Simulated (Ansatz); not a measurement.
SrSbPt in space group P-6m2 (No. 187; Sr on 1a, Sb on 1f, Pt on 1d), PBE in the plane-wave PAW code Ansatz, all energies at zero smearing, with the estimated change up to a 700 eV cutoff added, with one set of potentials and settings (totals compare only within such a set). Cell of 3 atoms (1 Sr, 1 Sb, 1 Pt): -22554.548 eV.

```csv
element,reference phase,E (eV/atom)
Sr,"C2/m, 3 atoms in the cell",-3544.2201
Sb,"R-3m, 2 atoms in the cell",-6484.4916
Pt,"Fm-3m, 1 atoms in the cell",-12523.0127
```

Formation energy per atom, worked out: (-22554.548 − 1×(-3544.2201) − 1×(-6484.4916) − 1×(-12523.0127))/3 = -0.941 eV/atom (-91 kJ per mol of atoms), at 0 K, without zero-point energy or fitted corrections.

The first step of the workflow began from a Materials Project structure, measured or hypothetical; the Crystallography Open Database copy checked does not list it. With Sb and Pt taken as one species the cell has the higher symmetry P6/mmm, so it may be an ordered model of a mixed-site phase. Whether it is the stable phase at ambient conditions was not checked. The PBE relaxation kept the symmetry of its start; its stability against distortions is not shown here. The run is not spin-polarised. The references are the lowest solids computed at this level, not always the standard phases. Spin–orbit coupling is left out wherever it is not named.

Potentials: the later of the program's two PAW sets.
